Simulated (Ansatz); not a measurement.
The relaxed structure here is a generated cell of Y2Si: the first start was made by placing the elements on the sites of a structure type, and the end was not matched to a known phase here, so it may be hypothetical.

The start is a generated trial cell of Y2Si in the AFLOW prototype AB2_hP9_162_ad_k (as in V2N). The structure is fully relaxed (lattice and positions, P = 0) with r2SCAN (plane waves to 500 eV, PAW, scalar-relativistic; Ansatz, an electronic-structure program). First-step values are on the input's coarse k-mesh.

Ansatz input (later rounds restart from its end on a renewed k-mesh):
Ansatz 0.2 input:
```yaml
crystal:
  lattice:
    - [6.555601, 0, 0]
    - [-3.2778005, 5.677317, 0]
    - [0, 0, 6.090296]
  atoms:
    - { symbol: Y, position: [0.325, 0.325, 0.272] }
    - { symbol: Y, position: [0.675, 0, 0.272] }
    - { symbol: Y, position: [0, 0.675, 0.272] }
    - { symbol: Y, position: [0, 0.325, 0.728] }
    - { symbol: Y, position: [0.675, 0.675, 0.728] }
    - { symbol: Y, position: [0.325, 0, 0.728] }
    - { symbol: Si, position: [0, 0, 0] }
    - { symbol: Si, position: [0.66666667, 0.33333333, 0.5] }
    - { symbol: Si, position: [0.33333333, 0.66666667, 0.5] }
basis: { ecutwfc: 500, ecutrho_ratio: 4, xc_grid: 4, fft_grid_basis: typed }
kpoints: { mp_grid: { grid: [4, 4, 4] } }
hamiltonian:
  xc: r2scan
  dispersion: none
  pseudopotentials: { kind: paw }
scf: { occupations: { method: fermi_dirac, width: 0.05 } }
relax: { f_tol: 0.01, max_steps: 100, cell: { stress_tol: 0.02 } }
output: { forces: true, stress: true }
```

Problem. What pressure does the first self-consistent step give?

Solution. +18 GPa (positive: the cell is compressed).

Problem. Which atoms feel the largest initial force, and how large is it?

Solution. About 1.6 eV/Å, on Y1, Y2, Y3, Y4, Y5, Y6 (atoms numbered as listed).

Problem. By how much does the energy per atom fall from start to end?

Solution. 0.32 eV/atom.

Problem. How do the shortest distances between atoms change?

Solution. The closest pairs of elements (up to four, under 3.6 Å), start → end: Si–Y 2.61 → 2.83 Å; Y–Y 3.50 → 3.96 Å.

Problem. Is the relaxed structure metallic? Give its gap.

Solution. No gap (metallic).

The space group stays P-31m (No. 162) (the run could not lower it); the end is AFLOW prototype AB2_hP9_162_ad_k (as in V2N), with 9 atoms in the primitive cell. Final values are on a 8×8×7 k-mesh of the relaxed cell. No spin polarisation in the result.

The run could not lose the symmetry of its start: the end is stationary, and may be a saddle point rather than a minimum.
